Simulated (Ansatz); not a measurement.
SrTe:
```
CELL_PARAMETERS angstrom
      0.00000     3.35301     3.35301
      3.35301     0.00000     3.35301
      3.35301     3.35301     0.00000
ATOMIC_POSITIONS crystal
  Sr 0.00000 0.00000 0.00000
  Te 0.50000 0.50000 0.50000
```

Plane-wave PAW r²SCAN (Ansatz code) gives a gap of 2.17 eV without spin–orbit coupling, maximum at Γ, minimum at X.

Question: What happens when spin–orbit coupling is switched on?

Answer: The gap shrinks by 0.27 eV, to 1.90 eV; maximum at Γ, minimum at X.

Question: How large is the spin–orbit splitting of the valence top at Γ?

Answer: The fourfold level lies 0.85 eV above the split-off pair.

Question: Give the electron effective mass with spin–orbit coupling.

Answer: 0.26, 0.26, 1.3 mₑ (principal values).

Question: Give the hole effective mass with spin–orbit coupling, band 1 of 2 at the edge.

Answer: 0.88 along [100], 0.66 along [110], 0.61 along [111] (mₑ).

Question: Give the hole effective mass with spin–orbit coupling, band 2 of 2 at the edge.

Answer: 0.21 along [100], 0.23 along [110], 0.24 along [111] (mₑ).

Space group Fm-3m (rock salt). The cell was relaxed with r²SCAN under the symmetry of its start.

Potentials: the later of the program's two PAW sets.
